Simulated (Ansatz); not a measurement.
**Band table of WC (rocksalt type)**

```
CELL_PARAMETERS angstrom
0.00000 1.77104 1.77104
1.77104 0.00000 1.77104
1.77104 1.77104 0.00000
ATOMIC_POSITIONS crystal
W 0.00000 0.00000 0.00000
C 0.50000 0.50000 0.50000
```

The cell comes from a relaxation on PAW files under the same functional, begun from a prototype that needn't be the stable phase.

All numbers are LDA results (scalar-relativistic) from Ansatz 0.2.0, with a Γ-centred 17×17×17 k mesh, Fermi–Dirac smearing of 0.1 eV, no spin polarisation. Methods: LAPW: all electrons, basis error target 1 meV/atom.

This run: volume at 0.55 of the series' base cell.

Spin–orbit coupling is left out, which matters for the heavy atoms.

Path points, in fractions of the reciprocal vectors: Γ (0.000, 0.000, 0.000), X (0.500, 0.000, 0.500), U (0.625, 0.250, 0.625), K (0.375, 0.375, 0.750), L (0.500, 0.500, 0.500), W (0.500, 0.250, 0.750). The distance column jumps between branches of the path. Levels in eV from the Fermi level; bands 22 to 30, counted from the lowest band of the run. The gap is zero, the pressure 830.4 GPa.

```
# k(1/Å) point b22 b23 b24 b25 b26 b27 b28 b29 b30
0.000 Γ -20.47 -6.24 -6.24 -6.24 -2.32 -2.32 -2.32 -1.73 -1.73
0.222 - -20.06 -6.65 -6.30 -6.30 -5.64 -1.76 -1.76 -1.60 1.85
0.443 - -18.97 -8.76 -7.67 -6.30 -6.30 -1.21 -0.33 -0.33 5.71
0.665 - -17.63 -11.03 -8.92 -6.04 -6.04 -0.59 1.62 1.62 9.15
0.887 - -17.17 -11.44 -10.13 -5.46 -5.46 0.21 3.75 3.75 11.80
1.109 - -18.05 -11.17 -9.69 -4.60 -4.60 1.09 5.57 5.57 13.69
1.330 - -19.12 -11.96 -7.20 -3.59 -3.59 1.92 6.47 6.47 15.16
1.552 - -19.84 -12.44 -4.98 -2.70 -2.70 2.54 6.44 6.44 16.33
1.774 X -20.09 -12.61 -4.04 -2.32 -2.32 2.77 6.27 6.27 15.60
1.852 - -20.05 -12.57 -4.09 -2.57 -2.35 3.07 6.22 6.27 15.59
1.931 - -19.93 -12.45 -4.24 -3.19 -2.42 3.82 6.07 6.30 15.56
2.009 - -19.74 -12.27 -4.49 -3.98 -2.53 4.84 5.84 6.33 15.47
2.087 - -19.49 -12.03 -4.84 -4.80 -2.66 5.52 6.01 6.34 15.32
2.166 - -19.18 -11.75 -5.69 -5.18 -2.76 5.12 6.33 7.26 15.08
2.244 - -18.83 -11.47 -6.53 -5.60 -2.82 4.66 6.27 8.58 14.75
2.323 - -18.45 -11.22 -7.31 -6.04 -2.77 4.15 6.16 9.93 14.35
2.401 U -18.04 -11.04 -8.05 -6.49 -2.57 3.60 6.00 11.30 13.87
3.487 K -18.04 -11.04 -8.05 -6.49 -2.57 3.60 6.00 11.30 13.87
3.722 - -16.70 -11.21 -9.88 -7.79 -0.83 1.78 5.18 12.17 15.30
3.958 - -15.22 -12.30 -11.03 -8.82 -0.07 2.15 4.03 10.26 14.75
4.193 - -13.87 -13.56 -11.42 -9.42 -1.81 2.75 4.14 8.59 12.20
4.428 - -15.55 -11.78 -11.00 -9.49 -3.34 1.50 2.30 6.76 14.04
4.663 - -17.26 -9.86 -9.79 -9.00 -4.58 -0.55 0.33 4.62 10.06
4.898 - -18.84 -8.05 -7.91 -7.84 -5.49 -2.74 -0.77 2.41 5.75
5.134 - -20.02 -6.88 -6.49 -6.05 -5.23 -3.44 -1.78 0.16 1.68
5.369 Γ -20.47 -6.24 -6.24 -6.24 -2.32 -2.32 -2.32 -1.73 -1.73
5.561 - -20.17 -6.75 -6.23 -6.23 -4.05 -4.05 -2.00 0.46 0.46
5.753 - -19.35 -7.80 -7.04 -7.04 -4.60 -4.60 -1.43 3.17 3.17
5.945 - -18.27 -8.82 -8.57 -8.57 -3.77 -3.77 -0.87 6.08 6.08
6.137 - -17.23 -9.97 -9.97 -9.50 -2.44 -2.44 -0.25 9.11 9.11
6.329 - -16.54 -11.11 -11.11 -9.69 -0.82 -0.82 0.63 12.15 12.15
6.521 - -16.26 -11.95 -11.95 -9.48 0.90 0.90 1.94 11.44 14.97
6.713 - -16.22 -12.46 -12.46 -9.20 2.37 2.37 3.78 8.73 16.52
6.905 L -16.22 -12.63 -12.63 -9.08 2.99 2.99 6.04 6.14 15.94
7.062 - -16.00 -12.99 -12.49 -8.79 2.40 2.92 5.79 6.96 16.06
7.219 - -15.38 -13.78 -12.05 -8.23 1.49 2.62 5.35 8.60 16.30
7.375 - -14.65 -14.52 -11.31 -7.83 0.87 1.93 5.19 10.48 15.75
7.532 - -15.44 -13.60 -10.31 -7.77 0.68 1.09 5.38 12.36 14.54
7.689 - -16.09 -12.71 -9.30 -7.97 0.50 0.81 5.73 13.04 13.85
7.846 - -16.57 -11.87 -8.66 -8.27 0.50 1.07 6.10 11.48 14.32
8.003 - -16.86 -11.18 -8.53 -8.50 1.01 1.28 6.30 10.21 14.31
8.159 W -16.96 -10.88 -8.59 -8.59 1.36 1.36 6.32 9.71 14.28
8.270 - -17.16 -10.55 -9.38 -7.78 0.53 2.25 6.32 9.52 14.36
8.381 - -17.66 -10.14 -9.70 -6.98 -0.21 3.16 6.31 9.00 14.58
8.492 - -18.28 -10.83 -8.51 -6.22 -0.85 4.04 6.30 8.17 14.87
8.603 - -18.88 -11.43 -7.13 -5.52 -1.38 4.84 6.29 7.10 15.15
8.714 - -19.39 -11.93 -5.64 -4.91 -1.79 5.48 5.85 6.28 15.38
8.824 - -19.77 -12.30 -4.44 -4.16 -2.08 4.52 5.93 6.27 15.52
8.935 - -20.01 -12.53 -4.14 -2.89 -2.26 3.32 6.18 6.27 15.58
9.046 X -20.09 -12.61 -4.04 -2.32 -2.32 2.77 6.27 6.27 15.60
```
